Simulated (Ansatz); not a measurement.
Ir:
```xyz
2
Lattice="2.7066 0.0000 0.0000 -1.3533 2.3440 0.0000 0.0000 0.0000 4.3816" Properties=species:S:1:pos:R:3 pbc="T T T"
Ir     1.3533     0.7813     3.2862
Ir     0.0000     1.5627     1.0954
```

Relaxed with LDA. Special points in fractions of this cell's reciprocal vectors: Γ (0.000, 0.000, 0.000); M (0.500, 0.000, 0.000); K (0.333, 0.333, 0.000); A (0.000, 0.000, 0.500); L (0.500, 0.000, 0.500); H (0.333, 0.333, 0.500).

**Question.** List the band energies nearest the Fermi level at these points for the program Ansatz at the LDA level (PAW).

**Answer.** In eV from the Fermi level; about four levels below and three above (degenerate sets whole), none deeper than 8.9 eV; … stands for higher levels left out; points with the same levels are listed once.

```csv
k,below,above
Γ,-3.29 -3.29 -2.48 -2.48 -0.83,0.29 0.29 …
M,-4.29 -3.67 -3.55 -3.07,0.75 1.04 1.19
K,-4.37 -4.37 -2.50 -0.04 -0.04,0.35 4.48 4.48
A,-0.48 -0.48 -0.48 -0.48,…
L,-2.22 -2.22 -1.01 -1.01,1.01 1.01 2.08 2.08
H,-4.27 -4.27 -2.49 -2.49,0.31 0.31 7.28 7.28
```

Space group P6_3/mmc (hcp (Mg type)). The workflow started from a Materials Project entry (that database holds measured and hypothetical structures alike); the Crystallography Open Database copy checked does not list it. It is not the phase usual at ambient conditions (space group No. 225). Symmetry was held in the LDA relaxation; of distortions, only those at the zone centre were tested. No spin polarisation was allowed. Spin–orbit coupling is left out wherever it is not named.

Potentials: the later of the program's two PAW sets.
